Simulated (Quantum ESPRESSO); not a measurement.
## Hf3WSn3Nb (input and log of a self-consistent run)

Simulated, not a measurement. The program is pw.x of Quantum ESPRESSO 7.5 (plane-wave density functional theory). The cell is made up: eight metal atoms on a face-centred cubic lattice, with elements, volume, strain and displacements drawn at random and not relaxed, so it may be unstable or far from any real phase. PseudoDojo standard norm-conserving files set the functional (PBE unless stated); there is no spin polarisation or spin-orbit coupling, the Fermi-Dirac width of 0.25 eV means electrons at about 2900 K, and the masses in the input are unused placeholders. The tin pseudopotential is less sure than most, with forces differing by about three percent from a second method on plain tin. Heavy elements are run without spin-orbit coupling, which real alloys of them have. A spin test at this wide smearing found no moment, but such smearing suppresses magnetism that the real alloy may have.

Input:

```
&control calculation='scf', pseudo_dir='./dojo.nc.sr.pbe.v0_5.standard.upf', outdir='./o', disk_io='minimal', tprnfor=.true., tstress=.true. /
&system ibrav=0, nat=8, ntyp=4, nbnd=67, ecutwfc=84.00895049, nosym=.true., tot_charge=0,
 occupations='smearing', smearing='fd', degauss=0.0183746611
/
&electrons conv_thr=1.470e-08, electron_maxstep=70, mixing_beta=0.5 /
ATOMIC_SPECIES
Hf 1.0 Hf.upf
Nb 1.0 Nb.upf
Sn 1.0 Sn.upf
W 1.0 W.upf
CELL_PARAMETERS angstrom
-0.021 2.1656 2.0977
0.0549 4.4532 -4.3175
-8.7595 -2.2395 2.2557
ATOMIC_POSITIONS angstrom
Hf 0.0203 -0.0049 -0.0336
W -4.3815 -0.0124 0.0203
Sn 0.0472 2.2455 -2.1369
Hf -4.3546 2.1611 -2.1165
Sn -6.6564 -0.1244 2.2699
Hf -2.1662 2.1927 -0.0356
Sn -6.5232 2.1654 0.1192
Nb -2.0928 4.4287 -2.0794
K_POINTS automatic
8 4 3 1 1 1
```

The log is shortened where brackets say so; the opening notice, blank lines, dates and the lines on written files are dropped, and the path of the files is cut. It prints rydbergs, bohrs and kilobars, and counts compression as positive stress. Its total energy is the free energy E - TS of the whole cell.

```
     Program PWSCF v.7.5
     Parallel version (MPI & OpenMP), running on       4 processor cores
     Number of MPI processes:                 4
     Threads/MPI process:                     1
     [start-up lines left out]
     bravais-lattice index     =            0
     lattice parameter (alat)  =       5.6976  a.u.
     unit-cell volume          =    1101.2865 (a.u.)^3
     number of atoms/cell      =            8
     number of atomic types    =            4
     number of electrons       =       105.00
     number of Kohn-Sham states=           67
     kinetic-energy cutoff     =      84.0090  Ry
     charge density cutoff     =     336.0358  Ry
     scf convergence threshold =      1.5E-08
     mixing beta               =       0.5000
     number of iterations used =            8  plain     mixing
     Exchange-correlation= PBE
                           (   1   4   3   4   0   0   0)
     [axes and pseudopotential details left out]
   Cartesian axes
     site n.     atom                  positions (alat units)
         1        Hf     tau(   1) = (   0.0067329  -0.0016252  -0.0111440  )
         2        W      tau(   2) = (  -1.4532031  -0.0041127   0.0067329  )
         3        Sn     tau(   3) = (   0.0156547   0.7447604  -0.7087412  )
         4        Hf     tau(   4) = (  -1.4442812   0.7167676  -0.7019752  )
         5        Sn     tau(   5) = (  -2.2077145  -0.0412595   0.7528531  )
         6        Hf     tau(   6) = (  -0.7184591   0.7272483  -0.0118074  )
         7        Sn     tau(   7) = (  -2.1635363   0.7181938   0.0395348  )
         8        Nb     tau(   8) = (  -0.6941147   1.4688578  -0.6896703  )
     number of k points=    48  Fermi-Dirac smearing, width (Ry)=  0.0184
                       cart. coord. in units 2pi/alat
        k(    1) = (  -0.0792516   0.0859283   0.0003294), wk =   0.0416667
        k(    2) = (   0.1509693   0.0856266   0.0029456), wk =   0.0416667
     [further k points left out]
     Dense  grid:   114569 G-vectors     FFT dimensions: (  36,  72, 108)
     Estimated max dynamical RAM per process >     385.08 MB
     Estimated total dynamical RAM >       1.42 GB
     Initial potential from superposition of free atoms
     starting charge     104.9870, renormalised to     105.0000
     Starting wfcs are   77 randomized atomic wfcs
     total cpu time spent up to now is        6.3 secs
     per-process dynamical memory:   300.8 Mb
     Self-consistent Calculation
     iteration #  1     ecut=    84.01 Ry     beta= 0.50
     Davidson diagonalization with overlap
     ethr =  1.00E-02,  avg # of iterations =  2.3
     Threshold (ethr) on eigenvalues was too large:
     Diagonalizing with lowered threshold
     Davidson diagonalization with overlap
     ethr =  8.67E-04,  avg # of iterations =  2.2
     total cpu time spent up to now is       29.2 secs
     total energy              =   -1087.03669823 Ry
     estimated scf accuracy    <       0.94350537 Ry
     iteration #  2     ecut=    84.01 Ry     beta= 0.50
     Davidson diagonalization with overlap
     ethr =  8.99E-04,  avg # of iterations =  6.1
     total cpu time spent up to now is       44.9 secs
     total energy              =   -1086.81460903 Ry
     estimated scf accuracy    <       6.68374115 Ry
     iteration #  3     ecut=    84.01 Ry     beta= 0.50
     Davidson diagonalization with overlap
     ethr =  8.99E-04,  avg # of iterations =  4.4
     total cpu time spent up to now is       58.7 secs
     total energy              =   -1087.45575498 Ry
     estimated scf accuracy    <       0.22976205 Ry
     iteration #  4     ecut=    84.01 Ry     beta= 0.50
     Davidson diagonalization with overlap
     ethr =  2.19E-04,  avg # of iterations =  5.5
     total cpu time spent up to now is       72.5 secs
     total energy              =   -1087.46151627 Ry
     estimated scf accuracy    <       0.54575560 Ry
     iteration #  5     ecut=    84.01 Ry     beta= 0.50
     Davidson diagonalization with overlap
     ethr =  2.19E-04,  avg # of iterations =  2.0
     total cpu time spent up to now is       83.7 secs
     total energy              =   -1087.48973983 Ry
     estimated scf accuracy    <       0.12060588 Ry
     [iterations 6 to 11 left out]
     iteration # 12     ecut=    84.01 Ry     beta= 0.50
     Davidson diagonalization with overlap
     ethr =  2.53E-09,  avg # of iterations =  5.8
     total cpu time spent up to now is      172.0 secs
     total energy              =   -1087.50405735 Ry
     estimated scf accuracy    <       0.00000429 Ry
     iteration # 13     ecut=    84.01 Ry     beta= 0.50
     Davidson diagonalization with overlap
     ethr =  2.53E-09,  avg # of iterations =  2.0
     total cpu time spent up to now is      183.3 secs
     total energy              =   -1087.50405782 Ry
     estimated scf accuracy    <       0.00000006 Ry
     iteration # 14     ecut=    84.01 Ry     beta= 0.50
     Davidson diagonalization with overlap
     ethr =  5.89E-11,  avg # of iterations =  5.3
     total cpu time spent up to now is      197.9 secs
     total energy              =   -1087.50405782 Ry
     estimated scf accuracy    <       0.00000009 Ry
     iteration # 15     ecut=    84.01 Ry     beta= 0.50
     Davidson diagonalization with overlap
     ethr =  5.89E-11,  avg # of iterations =  2.5
     total cpu time spent up to now is      209.6 secs
     total energy              =   -1087.50405782 Ry
     estimated scf accuracy    <       0.00000024 Ry
     iteration # 16     ecut=    84.01 Ry     beta= 0.50
     Davidson diagonalization with overlap
     ethr =  5.89E-11,  avg # of iterations =  1.9
     total cpu time spent up to now is      220.6 secs
     End of self-consistent calculation
     [lines on levels left out]
!    total energy              =   -1087.50405784 Ry
     estimated scf accuracy    <          2.7E-09 Ry
     smearing contrib. (-TS)   =      -0.11147870 Ry
     internal energy E=F+TS    =   -1087.39257914 Ry
     The total energy is F=E-TS. E is the sum of the following terms:
     one-electron contribution =    -204.19149603 Ry
     hartree contribution      =     164.64949283 Ry
     xc contribution           =    -277.46948956 Ry
     ewald contribution        =    -770.38108639 Ry
     convergence has been achieved in  16 iterations
     Forces acting on atoms (cartesian axes, Ry/au):
     atom    1 type  1   force =     0.00674767   -0.01781851    0.03308176
     atom    2 type  4   force =     0.02001036   -0.01129332    0.01133054
     atom    3 type  3   force =    -0.07905481    0.00670024   -0.00888013
     atom    4 type  1   force =     0.00933789    0.01730812   -0.00678521
     atom    5 type  3   force =     0.06845202    0.00807812   -0.01404158
     atom    6 type  1   force =    -0.01931799   -0.01585869    0.01441475
     atom    7 type  3   force =     0.02941796   -0.00549268   -0.00416359
     atom    8 type  2   force =    -0.03559309    0.01837671   -0.02495653
     Total force =     0.133570     Total SCF correction =     0.000282
     Computing stress (Cartesian axis) and pressure
          total   stress  (Ry/bohr**3)                   (kbar)     P=       61.89
   0.00055930  -0.00001538   0.00009691           82.28       -2.26       14.26
  -0.00001538   0.00035169   0.00022624           -2.26       51.73       33.28
   0.00009691   0.00022624   0.00035117           14.26       33.28       51.66
     init_run     :      5.95s CPU      6.17s WALL (       1 calls)
     electrons    :    210.37s CPU    214.33s WALL (       1 calls)
     forces       :      2.42s CPU      2.44s WALL (       1 calls)
     stress       :      8.53s CPU      8.66s WALL (       1 calls)
     [timing details left out]
     PWSCF        :   3m47.40s CPU   3m51.79s WALL
     JOB DONE.
```

In other units: free energy -14796.246 eV for the cell, pressure 6.19 GPa, largest force component 2.033 eV/Å in size. The run took 234 s of wall time with four MPI processes on a shared machine (AMD EPYC, Zen 5, virtual cores), so the time is rough. A rerun of this cell at a higher cutoff and on a denser mesh moved values by no more than 0.016 eV in energy, 0.15 GPa in stress and 0.017 eV/Å in force, and a second program with other atomic files agreed on that cell to 2 % rms in force and 0.5 GPa in pressure.